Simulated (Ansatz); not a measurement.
One crystal and one scan (scan of one atom of the cell) at two levels, r2SCAN (plane waves to 500 eV, PAW, scalar-relativistic; Ansatz, a program for electronic structure) and PBE (plane waves to 420 eV, PAW, scalar-relativistic; Ansatz), each from its own relaxed cell and on its own mesh. The cell shown is that of r2SCAN.

Mo (bcc, W type)

```xyz
2
Lattice="-3.1506 3.1506 3.1506 1.5753 -1.5753 1.5753 1.5753 1.5753 -1.5753" Properties=species:S:1:pos:R:3 pbc="T T T"
Mo     0.0000     0.0000     0.0000
Mo    -1.5753     1.5753     1.5753
```

Scan: atom 1 (Mo, nearest neighbour Mo at 2.729 Å; its periodic images, 2.7 Å or more away, move with it) is displaced along Cartesian [110], direction (0.707, 0.707, 0.000) in Cartesian axes, by s. The other atoms stay.

Energies are smeared free energies. Mo is run without spin polarisation. Mo was relaxed with its symmetry unable to fall. (r2SCAN) On this mesh the relaxed cell isn't quite at rest: it carries a pressure of 0.1 GPa (compression positive) at the zero of the scan. With partly filled bands, energies and forces of such displacements shift with the k mesh and the smearing. Percentages come from the unrounded values. Both scans cover s from -0.270 to 0.270 Å.

Results of r2SCAN:

| Quantity | Value |
|---|---|
| Lattice constant a (Å) | 3.151 |
| Energy at s = 0.270 Å (meV/cell) | 256 |
| Force along the line at s = -0.270 Å (eV/Å) | 1.940 |
| Force constant k = d²E/ds² at s = 0 (finite differences) (eV/Å²) | 6.81 |
| Symmetry of the curve | even: the same for both signs |
| Shape of the curve | a single well with its minimum at or next to zero displacement |

Task: What does PBE give for the same quantities?

Result: 
| quantity | PBE | r2SCAN − PBE |
|---|---|---|
| Lattice constant a (Å) | 3.161 | -0.010 (-0.3 %) |
| Energy at s = 0.270 Å (meV/cell) | 239 | +17 (+7 %) |
| Force along the line at s = -0.270 Å (eV/Å) | 1.810 | +0.130 (+7.2 %) |
| Force constant k = d²E/ds² at s = 0 (finite differences) (eV/Å²) | 6.34 | +0.47 (+7.3 %) |

r2SCAN gives the higher value for: energy at s = 0.270 Å; force along the line at s = -0.270 Å; force constant k = d²E/ds² at s = 0. r2SCAN gives the lower value for: lattice constant a. Both give the same symmetry of the curve: even: the same for both signs.

(A displaced cell: forces are minus the slopes of the energy, force constants its curvatures, and phonons follow from these.)
